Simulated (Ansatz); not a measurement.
**Mg3Te and the effect of the functional**

The structure is tetragonal, space group I4/mmm (No. 139). Conventional cell: a = 4.279 Å, b = 4.279 Å, c = 10.565 Å, α = 90.00°, β = 90.00°, γ = 90.00°. Te (site symmetry 4/mmm) is surrounded by 12 Mg at 3.03 to 3.40 Å. Around Mg (site symmetry -4m2) lie 8 Mg at 3.03 to 3.40 Å and 4 Te at 3.40 Å. Mg (site symmetry 4/mmm) is surrounded by 4 Te at 3.03 Å and 8 Mg at 3.40 Å.

The cell comes from a database or a generator and needn't be the stable form of this composition.

Kept alike: task band structure; k mesh 9 × 9 × 9; occupations fermi-dirac, width 0.05 eV; no spin polarisation. Program: Ansatz, all-electron LAPW, scalar-relativistic. The mesh is that of the run's cell of 4 atoms. No spin-orbit coupling.

| functional | pressure (GPa) |
| --- | --- |
| LDA | -2.26 |
| PBE | 0.15 |
| PBEsol | -1.05 |

Pressure is positive in compression. For a metal such a mesh leaves the last digits unconverged.

**Question.** What does the functional change here?

**Answer.** The pressure runs from -2.26 (LDA) to 0.15 GPa (PBE). From PBE: LDA -2.41; PBEsol -1.20.
